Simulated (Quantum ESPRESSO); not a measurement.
# Strain and stress in PSi2BC4

The results below are calculated, not measured. They come from pw.x of Quantum ESPRESSO 7.5, a plane-wave density functional program, with PseudoDojo standard norm-conserving files (v0.5 for PBE, v0.4.1 for LDA and PBEsol). The cells are made up: elements, strain and atom displacements were drawn at random, and nothing was relaxed. There is no spin polarisation, spin-orbit coupling or dispersion term.

The cell has 8 sites of a zincblende or diamond lattice. Sites 1 to 4 hold P Si Si B; sites 5 to 8 hold C C C C. Cell vectors in Å: (4.316, -0.020, 0.001); (-0.020, 4.311, 0.032); (0.001, 0.032, 4.314). Settings: PBE, cutoff 1116 eV, 4 x 4 x 4 k mesh shifted by half a step, Fermi-Dirac smearing of 0.025 eV.

Each run adds a shear xy (given as the tensor component) to one cell, with the atoms carried along; the vectors above are those of run 4. Stress is positive in tension and P is minus a third of its trace. E is the free energy for each atom above the lowest run shown.

```
run  strain (%)  s_xx (GPa)  s_yy (GPa)  s_zz (GPa)  s_xy (GPa)  P (GPa)  E (meV/atom)
  1       -2.47        9.03        9.32       11.42      -12.29    -9.92         17.85
  2       -1.63        9.60        9.88       11.67       -8.07   -10.38          7.31
  3       -1.13        9.85       10.11       11.78       -5.57   -10.58          3.12
  4       -0.49       10.07       10.32       11.90       -2.38   -10.76          0.00
  6        1.91        9.88       10.11       11.99        9.57   -10.66         10.58
  7        2.15        9.78       10.00       11.97       10.77   -10.58         13.58
  5        1.10           ?           ?           ?           ?        ?             ?
```

A rerun of one of these cells at 1347 eV and k mesh 6 x 6 x 6 moved values by no more than 0.007 eV in the cell's energy, 0.07 GPa in stress and 0.003 eV/Å in force.

## Worked fit

A parabola through the six runs shown gives s_xy = 0.07 + 4.99 e - 0.006 e² GPa, with e in per cent and a scatter of 0.01 GPa. The slope is a stiffness of 499 ± 2 GPa for each unit of this strain at e = 0, twice a shear constant under the stress shown, since the tensor component is half the shear angle. The atoms are clamped, and relaxing them would in general lower it. The error is the larger of the fit's own and the change that a cubic makes, rounded up.

## Withheld run

Question: what s_xy should run 5 give?

The fit gives 5.55 GPa. The calculation gave 5.54 GPa.

```
run  strain (%)  s_xx (GPa)  s_yy (GPa)  s_zz (GPa)  s_xy (GPa)  P (GPa)  E (meV/atom)
  5        1.10       10.12       10.35       12.02        5.54   -10.83          3.09
```